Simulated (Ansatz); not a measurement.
Input and command of a plane-wave DFT calculation in Ansatz:

```yaml
crystal:
  lattice:
    - [5.2013184886, 0.0, 0.0]
    - [0.0, 5.2013184886, 0.0]
    - [0.0, 0.0, 7.487896837]
  atoms:
    - { symbol: Sr, position: [0.0, 0.5, 0.203] }
    - { symbol: Sr, position: [0.0, 0.5, 0.703] }
    - { symbol: Sr, position: [0.5, 0.0, 0.297] }
    - { symbol: Sr, position: [0.5, 0.0, 0.797] }
    - { symbol: Br, position: [0.0, 0.0, 0.0] }
    - { symbol: Br, position: [0.5, 0.5, 0.5] }
basis:
  ecutwfc: 420
kpoints:
  mp_grid: { grid: [4, 4, 2] }
hamiltonian:
  xc: pbe
scf:
  occupations: { method: gaussian, width: 0.1 }
  lower_state_search: "off"
output:
  forces: true
  stress: true
  eigenvalues: true
relax:
  adjacent_minimum: "off"
  f_tol: 0.04
  max_steps: 70
  cell: { stress_tol: 0.4 }
```

```bash
ansatz run input.yaml --threads 1 --pin off --max-ram 2560MiB --backend cpu --events-out ev --progress --plain --runs-dir out
```

Processor: Arm Neoverse V2, 1 thread, on a host shared with other jobs.

How long does it run, and how much memory does it take?

About 42 s on 1 thread of Arm Neoverse V2, on a shared host, peak memory 0.47 GiB. It solves 33 bands at 12 k points (the mesh reduced by the symmetry that the task leaves, which can be less than the crystal's) with about 5753 plane waves (on the last cell), in 51 SCF iterations over 8 ionic steps.
